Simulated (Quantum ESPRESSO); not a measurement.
```
CELL_PARAMETERS angstrom
      3.69138     0.00000     0.00000
     -1.84569     3.19683     0.00000
      0.00000     0.00000     6.04108
ATOMIC_POSITIONS crystal
  Zr 0.00000 0.00000 0.00000
  S  0.66667 0.33333 0.76209
  S  0.33333 0.66667 0.23791
```
The cell comes from the Materials Project (a computed structure). It is ZrS2 in P-3m1; whether this form has been observed was not checked. Stability against distortions was not tested. The layers lie 3.2 Å apart; this gap hangs on dispersion, and neither it nor the stacking was checked against the measured crystal. The run has no spin polarisation.

With PBE (a modified build of Quantum ESPRESSO; gradients by PAW reconstruction on its ground state; JTH PAW datasets, 20 Ha):

```tsv
quantity	PBE
Vzz Zr (a.u.)	-0.053
```

Cores are frozen. Zr had no test against all-electron runs. Static lattice: thermal averaging is not included.

Task: What does the LDA, on its own JTH datasets and the same geometry, give?

Result: 
```
quantity          LDA  LDA − PBE
-------------  ------  ---------
Vzz Zr (a.u.)  -0.088     -0.035
```
